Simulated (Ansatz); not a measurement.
One crystal and one scan (frozen-phonon scan) at two levels, PBE (plane waves to 420 eV, PAW, scalar-relativistic; Ansatz, a program for electronic structure) and r2SCAN (plane waves to 500 eV, PAW, scalar-relativistic; Ansatz), each from its own relaxed cell and on its own mesh. The cell shown is that of PBE.

Relaxed Ca (fcc, Cu type):

```
CELL_PARAMETERS angstrom
      0.00000     5.52644     5.52644
      2.76322     0.00000     2.76322
      2.76322     2.76322     0.00000
ATOMIC_POSITIONS crystal
  Ca 0.00000 0.00000 0.00000
  Ca 0.50000 0.00000 0.00000
```

The atoms are displaced by Q × the pattern below (from a DFPT mode at L = (0.5, 0.0, 0.0), largest move 1; Q in Å), at fixed cell. (q is in reciprocal vectors of the primitive cell; the cell shown is doubled to hold the pattern.)

| atom | x | y | z |
|---|---|---|---|
| Ca1 | -0.577 | 0.577 | 0.577 |
| Ca2 | 0.577 | -0.577 | -0.577 |

Ca was relaxed with its symmetry unable to fall. The PAW data are Ansatz's earlier set. With partly filled bands, energies and forces of such displacements shift with the k mesh and the smearing. Both scans cover Q from -0.100 to 0.100 Å.

ΔE (meV/cell), each from the undisplaced structure of its own level:

```
Q (Å)    PBE    r2SCAN
------  ----  --------
-0.100  35.2  withheld
-0.083  24.4      26.5
-0.067  15.6      16.9
-0.050   8.8       9.5
-0.033   3.9       4.2
-0.017   1.0       1.1
0.000    0.0       0.0
0.017    1.0       1.1
0.033    3.9       4.2
0.050    8.8       9.5
0.067   15.6      16.9
0.083   24.4      26.5
0.100   35.2  withheld
```

### Question
Estimate the r2SCAN value at -0.100 from the PBE value there and the ratio of the two levels in the two nearest given rows on that side of the minimum.

### Answer
At -0.083 and -0.067 the ratio r2SCAN/PBE averages 1.085, which gives 1.085 × 35.2 = 38.2 meV/cell. The calculation gives 38.1 meV/cell, +8.2 % against PBE.

(For displaced atoms, the force is minus the slope of the energy, and its curvature is a force constant, which sets phonon frequencies.)
